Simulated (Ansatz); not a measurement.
## Zone-centre phonons of SbRh3: input and output

These are results of DFT LDA, scalar-relativistic, plane waves, PAW (Ansatz 0.2.0), not measurements.

Launched with:
```bash
ansatz run input.yaml --threads 1 --pin off --max-ram 3072MiB --backend cpu --events-out ev --progress --plain --runs-dir out
```

Input (bare energies are in eV):
```yaml
crystal:
  lattice:
    - [3.88048139, 0.0, 0.0]
    - [0.0, 3.88048139, 0.0]
    - [0.0, 0.0, 3.88048139]
  atoms:
    - { symbol: Sb, position: [0.0, 0.0, 0.0] }
    - { symbol: Rh, position: [0.5, 0.5, 0.0] }
    - { symbol: Rh, position: [0.5, 0.0, 0.5] }
    - { symbol: Rh, position: [0.0, 0.5, 0.5] }
basis:
  ecutwfc: 420
kpoints:
  mp_grid: { grid: [10, 10, 10] }
hamiltonian:
  xc: lda
scf:
  occupations: { method: fermi_dirac, width: 0.15 }
output:
  eigenvalues: true
phonons:
  method: dfpt
  eigenvectors: true
```

The end of the output:
```
--- Phonons (Γ-DFPT): 3 representative perturbations + reference, on 216 of 1000 k-points (Σ response iterations 9) ---
  k mesh reduced under 8 symmetry operations, with k and −k counted as one. Each operation leaves every solved displacement unchanged or reverses it
  ASR residual: 2.192e-3 → 0.000e0 eV/Å²; symmetrization residual: 2.532e-5 eV/Å²
  ASR residual per site (eV/Å²): 2.31e-5 2.19e-3 2.19e-3 2.19e-3
  Γ frequencies (cm⁻¹): 0.00 0.00 0.00 122.18 122.18 122.18 136.83 136.83 136.83 237.20 237.20 237.20
  non-analytic LO–TO correction: not included (Born effective charges unavailable; polar crystals: no LO–TO splitting at Γ)
```

The run took 3.1 min on 1 thread of Intel(R) Xeon(R) Platinum 8375C CPU @ 2.90GHz (Ice Lake) (shared host), peak memory 1.7 GiB.

In a metal, frequencies and elastic constants depend on the k mesh and the smearing, soft modes and shear constants most.